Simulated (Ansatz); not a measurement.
Rb2CrAgF6:
```
Rb2CrAgF6
1.0
    0.00000     4.30474     4.30474
    4.30474     0.00000     4.30474
    4.30474     4.30474     0.00000
Rb Cr Ag F
2 1 1 6
Direct
  0.25000   0.25000   0.25000
  0.75000   0.75000   0.75000
  0.00000   0.00000   0.00000
  0.50000   0.50000   0.50000
  0.22242   0.22242   0.77758
  0.77758   0.77758   0.22242
  0.77758   0.22242   0.22242
  0.22242   0.77758   0.77758
  0.22242   0.77758   0.22242
  0.77758   0.22242   0.77758
```
The run is spin-polarised; directions of the spins, atom by atom: 0 0 ↑ 0 0 0 0 0 0 0.

Relaxed with r²SCAN.

Map the spin density (μB/Å³) on the plane through (0.250, 0.250, 0.250) spanned by u = [1, 0, 0] and v = [-1, 1, 1] in lattice vectors, from the program Ansatz at the r²SCAN level (PAW).

x is the fraction of u, y of v (the angle between them is 90°; rows are the nearest grid lines); atoms in the plane: Rb at (0.00, 0.00), Rb at (0.00, 0.50), Cr at (0.50, 0.75), Ag at (0.50, 0.25), F at (0.50, 0.97), F at (0.50, 0.53).
```
|0000000000000000000000000000000|
|0000000000000000000000000000000|
|0000000000000000000000000000000|
|0000000000000000000000000000000|
|0000000000000100000000000000000|
|0000000000002467642000000000000|
|0000000000002479742000000000000|
|0000000000001222321000000000000|
|0000000000000000000000000000000|
|0000000000000000000000000000000|
|0000000000000000000000000000000|
|0000000000000000000000000000000|
|0000000000000000000000000000000|
|0000000000000000000000000000000|
|0000000000000000000000000000000|
|0000000000000000000000000000000|
|0000000000000000000000000000000|
|0000000000000000000000000000000|
|0000000000000000000000000000000|
|0000000000000000000000000000000|
|0000000000000000000000000000000|
|0000000000000000000000000000000|
|0000000000000000000000000000000|
|0000000000000000000000000000000|
```
Scale: ten equal steps from -0.081 (start of '0') to 4.88 (end of '9'), in the order '0123456789'; x runs from 0.000 to 1.00, y from 0.000 (bottom) to 1.00 (top).

The density is the valence pseudo-density with augmentation charge, so density and ELF within about 1 Å of a nucleus are not all-electron values.

Space group Fm-3m. The first step of the workflow began from a Materials Project structure, measured or hypothetical; the Crystallography Open Database copy checked does not list it. Whether it is the stable phase at ambient conditions was not checked. The r²SCAN relaxation kept the symmetry of its start; its stability against distortions is not shown here. Magnetic state: ferromagnetic, chosen from 3 collinear starts compared on coarse meshes (ties went to the first, and starts can fall back to one state), not a proven ground state. Other orbital occupations within this spin state were not tried. No Hubbard U is applied.

Potentials: the later of the program's two PAW sets.
